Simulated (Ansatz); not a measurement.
MgCdTe2:
```
CELL_PARAMETERS angstrom
      2.28804     1.32100     7.44494
     -2.28804     1.32100     7.44494
      0.00000    -2.64200     7.44494
ATOMIC_POSITIONS crystal
  Mg 0.49925 0.49925 0.49925
  Cd 0.00038 0.00038 0.00038
  Te 0.12619 0.12619 0.12619
  Te 0.62420 0.62420 0.62420
```

Tensor components refer to the Cartesian frame of this cell.

### Question
Give the proper piezoelectric stress tensor with relaxed ions from plane-wave PAW PBEsol (Ansatz code).

### Answer
In C/m², rows x, y, z, Voigt columns; mesh uncertainty up to 0.02.
```
 0.00   0.00   0.00   0.00  -0.04   0.07
 0.07  -0.07   0.00  -0.04   0.00   0.00
-0.05  -0.05   0.12   0.00   0.00   0.00
```

The elastic tensor of the same run (GPa):

```
59.7  30.5  26.4  -4.7   0.0   0.0
30.5  59.7  26.4   4.7   0.0   0.0
26.4  26.4  61.0   0.0   0.0   0.0
-4.7   4.7   0.0  10.9   0.0   0.0
 0.0   0.0   0.0   0.0  10.9  -4.7
 0.0   0.0   0.0   0.0  -4.7  14.6
```

### Question
Convert to strain constants d = e·S.

### Answer
In pC/N:
```
 0.0   0.0   0.0   0.0  -1.6   4.1
 2.0  -2.0   0.0  -1.6   0.0   0.0
-1.5  -1.5   3.3   0.0   0.0   0.0
```

Space group R3m. The first step of the workflow began from a Materials Project structure, measured or hypothetical; the Crystallography Open Database copy checked does not list it. With Mg and Cd taken as one species the cell has the higher symmetry F-43m, so it may be an ordered model of a mixed-site phase. Its standing as an ambient phase is unchecked. The cell was relaxed with PBEsol under the symmetry of its start; its stability against distortions is not shown here. Spin–orbit coupling is left out wherever it is not named.

Potentials: the later of the program's two PAW sets.
